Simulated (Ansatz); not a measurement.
In the program Ansatz at the PBE level (PAW), Ti in the diamond structure (Fd-3m) relaxes to a = 6.029 Å. Ti has 4 nearest neighbours from 2.61 Å (tetrahedral).

Electronic character: metallic (no gap). The magnetic state found is ferromagnetic. The net moment is 2.28 μB per atom.

An equation-of-state fit gives a bulk modulus of 22.7 GPa.

The start of the workflow was typed in or built on a structure type; neither database checked (COD, Materials Project) lists it. It is not the phase usual at ambient conditions (space group No. 194). The PBE relaxation kept the symmetry of its start; whether a distortion lowers the energy is not shown. Spin order of the final state: ferromagnetic, chosen from 4 collinear starts compared on coarse meshes (ties went to the first, and starts can fall back to one state), not a proven ground state.

Potentials: the earlier of the program's two PAW sets.
